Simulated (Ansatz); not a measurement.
Rh (Fm-3m), clamped-ion strain scan

All numbers below come from DFT r2SCAN, scalar-relativistic, plane waves, PAW in Ansatz. The runs took a 500 eV cutoff, a Γ-centred 22×22×22 mesh and Gaussian smearing (0.15 eV). No spin polarisation. Energies are free energies at this smearing, counted from the undisturbed cell; pressure is positive in compression.

Reference structure (as given, not relaxed at this level; it stands at -0.6 GPa):

```xyz
1
Lattice="0.0000 1.9016 1.9016 1.9016 0.0000 1.9016 1.9016 1.9016 0.0000" Properties=species:S:1:pos:R:3 pbc="T T T"
Rh    0.0000    0.0000    0.0000
```

The cell is strained by ε times the Voigt pattern (0, 1, 0, 0, 0, 0) (xx, yy, zz, yz, xz, xy; engineering shear) with fractional coordinates fixed. The cell is metallic on the mesh throughout.

```tsv
ε	ΔE (meV/atom)	stress summed along the pattern (GPa, tension positive)	pressure (GPa)
-0.0200	6.8	?	?
-0.0150	3.6	-6.31	3.8
-0.0100	?	?	2.3
-0.0050	0.2	-1.61	0.8
0.0000	0.0	0.63	-0.6
0.0050	0.7	2.80	-2.0
0.0100	2.4	4.90	-3.3
0.0150	4.9	6.93	-4.6
0.0175	6.5	7.91	-5.2
0.0200	8.3	?	?
```

Q: Give the withheld values.

A: stress summed along the pattern (GPa, tension positive) at ε = -0.0200: -8.78; pressure (GPa) at ε = -0.0200: 5.4; ΔE (meV/atom) at ε = -0.0100: 1.4; stress summed along the pattern (GPa, tension positive) at ε = -0.0100: -3.92; stress summed along the pattern (GPa, tension positive) at ε = 0.0200: 8.89; pressure (GPa) at ε = 0.0200: -5.8.